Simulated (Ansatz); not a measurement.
Input, command and steps of an Ansatz relaxation.

```yaml
crystal:
  lattice:
    - [3.9141536407, 0.0, 0.0]
    - [0.0, 3.9141536407, 0.0]
    - [0.0, 0.0, 3.9815917469]
  atoms:
    - { symbol: Ba, position: [0.0, 0.0, 0.0003528897] }
    - { symbol: Ti, position: [0.5, 0.5, 0.4850182149] }
    - { symbol: O, position: [0.5, 0.5, 0.0261017506] }
    - { symbol: O, position: [0.5, 0.0, 0.5157635724] }
    - { symbol: O, position: [0.0, 0.5, 0.5157635724] }
basis:
  ecutwfc: 500
kpoints:
  mp_grid: { grid: [8, 8, 8] }
hamiltonian:
  xc: r2scan
scf:
  occupations: { method: gaussian, width: 0.02 }
output:
  forces: true
  stress: true
  eigenvalues: true
relax:
  adjacent_minimum: "off"
  f_tol: 0.01
  max_steps: 30
  cell: { stress_tol: 0.1, fix: [volume] }
```

```bash
ansatz run input.yaml --threads 2 --pin off --max-ram 5120MiB --backend cpu --events-out ev --progress --plain --runs-dir out
```

Theory: DFT r2SCAN, scalar-relativistic, plane waves, PAW (Ansatz 0.2.0).

The volume is held at 0.94 times that of the relaxed cell.

Of 8 frames 7 are shown, positions in Å and forces in eV/Å; the SCF threshold varies from step to step. Steps run on the plane waves of an earlier cell, with a Pulay correction in the pressure. The basis is chosen afresh for the last frame, the zero of the energies, and at times for earlier ones too; energy and pressure step there, also at an unchanged geometry.

```xyz
5
Lattice="3.9142 0.0000 0.0000 0.0000 3.9142 0.0000 0.0000 0.0000 3.9816" Properties=species:S:1:pos:R:3:forces:R:3 pbc="T T T" step=1 free_energy_over_end_meV_per_atom=1.62 pressure_GPa=10.54
Ba    0.0000    0.0000    0.0014    0.0000    0.0000    0.0218
Ti    1.9571    1.9571    1.9311    0.0000    0.0000    0.2442
O     1.9571    1.9571    0.1039    0.0000    0.0000   -0.3108
O     1.9571    0.0000    2.0536    0.0000    0.0000    0.0223
O     0.0000    1.9571    2.0536    0.0000    0.0000    0.0223
5
Lattice="3.9161 0.0000 0.0000 0.0000 3.9161 0.0000 0.0000 0.0000 3.9775" Properties=species:S:1:pos:R:3:forces:R:3 pbc="T T T" step=2 free_energy_over_end_meV_per_atom=1.35 pressure_GPa=10.33
Ba    0.0000    0.0000    0.0109    0.0000    0.0000   -0.0708
Ti    1.9581    1.9581    1.9266    0.0000    0.0000    0.2953
O     1.9581    1.9581    0.0943    0.0000    0.0000   -0.1804
O     1.9581    0.0000    2.0528    0.0000    0.0000   -0.0224
O     0.0000    1.9581    2.0528    0.0000    0.0000   -0.0224
5
Lattice="3.9181 0.0000 0.0000 0.0000 3.9181 0.0000 0.0000 0.0000 3.9736" Properties=species:S:1:pos:R:3:forces:R:3 pbc="T T T" step=3 free_energy_over_end_meV_per_atom=0.97 pressure_GPa=10.13
Ba    0.0000    0.0000    0.0078    0.0000    0.0000   -0.0265
Ti    1.9591    1.9591    1.9292    0.0000    0.0000    0.2332
O     1.9591    1.9591    0.0898    0.0000    0.0000   -0.1065
O     1.9591    0.0000    2.0522    0.0000    0.0000   -0.0499
O     0.0000    1.9591    2.0522    0.0000    0.0000   -0.0499
5
Lattice="3.9294 0.0000 0.0000 0.0000 3.9294 0.0000 0.0000 0.0000 3.9507" Properties=species:S:1:pos:R:3:forces:R:3 pbc="T T T" step=4 free_energy_over_end_meV_per_atom=0.03 pressure_GPa=9.11
Ba    0.0000    0.0000    0.0199    0.0000    0.0000   -0.0012
Ti    1.9647    1.9647    1.9613    0.0000    0.0000   -0.0273
O     1.9647    1.9647    0.0652    0.0000    0.0000    0.0190
O     1.9647    0.0000    2.0247    0.0000    0.0000    0.0049
O     0.0000    1.9647    2.0247    0.0000    0.0000    0.0049
5
Lattice="3.9285 0.0000 0.0000 0.0000 3.9285 0.0000 0.0000 0.0000 3.9526" Properties=species:S:1:pos:R:3:forces:R:3 pbc="T T T" step=5 free_energy_over_end_meV_per_atom=0.00 pressure_GPa=9.25
Ba    0.0000    0.0000    0.0175    0.0000    0.0000   -0.0011
Ti    1.9643    1.9643    1.9547    0.0000    0.0000   -0.0038
O     1.9643    1.9643    0.0699    0.0000    0.0000    0.0043
O     1.9643    0.0000    2.0283    0.0000    0.0000    0.0002
O     0.0000    1.9643    2.0283    0.0000    0.0000    0.0002
5
Lattice="3.9288 0.0000 0.0000 0.0000 3.9288 0.0000 0.0000 0.0000 3.9520" Properties=species:S:1:pos:R:3:forces:R:3 pbc="T T T" step=6 free_energy_over_end_meV_per_atom=0.00 pressure_GPa=9.25
Ba    0.0000    0.0000    0.0175    0.0000    0.0000   -0.0008
Ti    1.9644    1.9644    1.9546    0.0000    0.0000   -0.0027
O     1.9644    1.9644    0.0698    0.0000    0.0000    0.0033
O     1.9644    0.0000    2.0280    0.0000    0.0000    0.0000
O     0.0000    1.9644    2.0280    0.0000    0.0000    0.0000
5
Lattice="3.9295 0.0000 0.0000 0.0000 3.9295 0.0000 0.0000 0.0000 3.9506" Properties=species:S:1:pos:R:3:forces:R:3 pbc="T T T" step=8 free_energy_over_end_meV_per_atom=0.00 pressure_GPa=9.24
Ba    0.0000    0.0000    0.0175    0.0000    0.0000    0.0000
Ti    1.9647    1.9647    1.9541    0.0000    0.0000    0.0002
O     1.9647    1.9647    0.0697    0.0000    0.0000   -0.0001
O     1.9647    0.0000    2.0272    0.0000    0.0000   -0.0001
O     0.0000    1.9647    2.0272    0.0000    0.0000   -0.0001
```

Time: 46 s on 2 threads of Intel(R) Xeon(R) 6975P-C (Granite Rapids) (shared host), peak memory 0.57 GiB.